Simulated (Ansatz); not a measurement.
MgH2 (rutile, P4_2/mnm) at seven volumes, PBEsol in the plane-wave PAW code Ansatz, shape and atoms relaxed at each. One row is withheld.

| V (Å³/atom) | P (GPa) |
|---|---|
| 9.145 | 5.52 |
| 9.446 | ? |
| 9.748 | 1.58 |
| 10.049 | -0.02 |
| 10.351 | -1.43 |
| 10.652 | -2.65 |
| 10.954 | -3.71 |

Task: Fit the shown pressures and predict the withheld one.

Result: P = (3/2)B₀(x^(7/2) − x^(5/2))[1 + (3/4)(B′ − 4)(x − 1)] with x = (V₀/V)^(2/3). Least squares on the six rows gives V₀ = 10.044 Å³/atom, B₀ = 49.9 GPa, B′ = 3.52. At V = 9.446, x = 1.0418 and P = 3.41 GPa. The run itself gave 3.42 GPa.

Symmetry was held in the PBEsol relaxation; of distortions, only those at the zone centre were tested.

Potentials: the later of the program's two PAW sets.
